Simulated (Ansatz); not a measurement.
Data:

Hf (hcp, Mg type)

```
Hf
1.0
    3.15907     0.00000     0.00000
   -1.57954     2.73584     0.00000
    0.00000     0.00000     4.99993
Hf
2
Direct
  0.33333   0.66667   0.75000
  0.66667   0.33333   0.25000
```

This relaxed cell (volume V₀) is scaled evenly in all directions, its shape held. Symmetry pins the atoms to their sites.

Calculation: PBEsol (plane waves to 420 eV, PAW, scalar-relativistic; Ansatz, a program for electronic structure). k mesh 17×17×9 (Γ-centred), Fermi-Dirac smearing 0.05 eV. Energies are smeared free energies. Compression counts positive. With the shape held, the modulus is that of even scaling; a crystal free to change shape is softer. Hf is run without spin polarisation. Hf was relaxed with its symmetry unable to fall. Spin-orbit coupling is left out, though Hf is heavy. ΔE is measured from the relaxed starting cell.

The scan covers V/V₀ from 0.900 to 1.100 in 9 points.

### Question
What is the fitted pressure derivative B₀′?

### Answer
3.4.

### Question
What bulk modulus at fixed cell shape B₀ follows from a third-order Birch-Murnaghan fit?

### Answer
114 GPa.

(A scan under strain: stresses follow from slopes of the energy per volume, elastic moduli from its curvatures.)
